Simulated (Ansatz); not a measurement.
KLaGeS₄:
```
KLaGeS4
1.0
    6.72069     0.00000     0.00000
    0.00000     6.77989     0.00000
   -2.57771     0.00000     8.33431
K La Ge S
2 2 2 8
Direct
  0.73185   0.48668   0.93459
  0.26815   0.98668   0.06541
  0.23180   0.00363   0.55430
  0.76820   0.50363   0.44570
  0.22020   0.47358   0.31592
  0.77980   0.97358   0.68408
  0.01538   0.73483   0.73052
  0.98462   0.23483   0.26948
  0.41722   0.47137   0.15665
  0.58278   0.97137   0.84335
  0.97754   0.24058   0.71513
  0.02246   0.74058   0.28487
  0.41169   0.42848   0.56929
  0.58831   0.92848   0.43071
```

This is the r²SCAN-relaxed structure.

**Question.** All from the program Ansatz at the r²SCAN level (PAW), unless another level is named. Predict the hole effective mass.

**Answer.** 0.26, 3.6, 10 mₑ (principal values).

**Question.** What about the smallest direct gap on the standard path?

**Answer.** 2.91 eV.

**Question.** Predict the electron effective mass.

**Answer.** 0.61, 1.1, 15 mₑ (principal values).

**Question.** And the formation energy from the elements (no fitted shifts)?

**Answer.** -1.52 eV/atom.

**Question.** What about the weight of the conduction-edge state by species (Voronoi cells)?

**Answer.** S 50 %, La 31 %, Ge 14 %, K 4 %.

**Question.** Predict the weight of the valence-edge state by species (Voronoi cells).

**Answer.** S 90 %, La 5 %, Ge 4 %.

Space group P2_1. The first step of the workflow began from a Materials Project structure, measured or hypothetical; the Crystallography Open Database copy checked does not list it. Whether it is the stable phase at ambient conditions was not checked. The r²SCAN relaxation kept the symmetry of its start; whether a distortion lowers the energy is not shown. The references are the lowest solids computed at this level, not always the standard phases. Spin–orbit coupling is left out wherever it is not named.

Potentials: the later of the program's two PAW sets.
